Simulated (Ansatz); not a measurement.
## LiNbO₂ under pressure: fit and missing row

LiNbO₂, P6_3/mmc, a = 2.903 Å, c = 10.435 Å. The structure is a COD entry; whether it is the stable form wasn't checked. Ansatz: r2SCAN, PAW, 500 eV, Γ-centred 12×12×4 mesh on 8 atoms, Gaussian smearing 0.02 eV; no spin polarisation. Cell and atoms are relaxed at each pressure, and no other structure is tried, so the rows at high pressure may lie past a change of phase.

```tsv
V (Å³/atom)	P (GPa)
8.292	29.99
?	14.96
9.099	7.96
9.350	2.99
9.522	-0.02
9.712	-2.99
```

Question: Take V0 = 9.522 Å³/atom, count pressures from its P0 = -0.02 GPa, fit the third-order Birch–Murnaghan form to the other rows, and predict the missing volume.

Answer: With the Eulerian strain f = ½[(V0/V)^(2/3) − 1] and y = (P − P0)/[3f(1 + 2f)^(5/2)], the form is the line y = B0 + 1.5 B0 (B0′ − 4) f. Rows (f, y): 0.04830, 164.5; 0.01538, 160.3; 0.00611, 159.3; -0.00654, 156.4. Means f = 0.01581, y = 160.12; Σ(Δf)² = 0.001649, ΣΔfΔy = 0.2333; the slope is their ratio. y = 157.9 + 141.5 f GPa, so B0 = 157.9 GPa and B0′ = 4 + 2 × (141.5)/(3 × 157.9) = 4.60. P = 14.96 GPa is met at f = 0.02706 (y = 161.73), so V = V0 (1 + 2f)^(−3/2) = 8.798 Å³/atom. The run gave 8.798 Å³/atom, the same to the digits shown.